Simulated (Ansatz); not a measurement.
BaAs$_{2}$Rh$_{2}$:
```yaml
crystal:
  lattice:
    - [-2.02509, 2.02509, 6.52091]
    - [2.02509, -2.02509, 6.52091]
    - [2.02509, 2.02509, -6.52091]
  atoms:
    - { symbol: Ba, position: [0.00000, 0.00000, 0.00000] }
    - { symbol: As, position: [0.35508, 0.35508, 0.00000] }
    - { symbol: As, position: [0.64492, 0.64492, 0.00000] }
    - { symbol: Rh, position: [0.75000, 0.25000, 0.50000] }
    - { symbol: Rh, position: [0.25000, 0.75000, 0.50000] }
```

Relaxed with r²SCAN. Special points in fractions of this cell's reciprocal vectors: Γ (0.000, 0.000, 0.000); X (0.000, 0.000, 0.500); P (0.250, 0.250, 0.250); N (0.000, 0.500, 0.000); M (0.500, 0.500, -0.500); S (0.274, 0.726, -0.274); S0 (-0.274, 0.274, 0.274); R (-0.048, 0.048, 0.500); G (0.500, 0.500, -0.048).

Q: List the band energies nearest the Fermi level at these points for plane-wave PAW r²SCAN (Ansatz code).

A: In eV from the Fermi level; about four levels below and three above (degenerate sets whole), none deeper than 8.9 eV; points with the same levels are listed once.

| k | below | above |
|---|---|---|
| Γ | -1.45 -0.94 -0.94 -0.13 | 0.35 1.96 2.24 2.24 |
| X | -2.05 -1.92 -1.92 -1.44 | 0.20 0.39 3.57 |
| P | -1.92 -1.92 -1.78 -1.78 | 0.31 0.31 4.10 |
| N | -2.89 -2.88 -2.52 -2.30 | 0.37 0.54 0.74 |
| M | -0.85 -0.63 -0.63 -0.13 | 0.98 2.04 2.04 |
| S | -2.87 -2.79 -2.59 -2.04 | 0.10 0.53 1.48 |
| R | -2.11 -1.93 -1.71 -1.40 | 0.25 0.39 3.66 |

Space group I4/mmm. The first step of the workflow began from a Materials Project structure, measured or hypothetical; the Crystallography Open Database copy checked does not list it. Whether it is the stable phase at ambient conditions was not checked. The cell was relaxed with r²SCAN under the symmetry of its start; its stability against distortions is not shown here. The run is not spin-polarised. Spin–orbit coupling is left out wherever it is not named.

Potentials: the later of the program's two PAW sets.
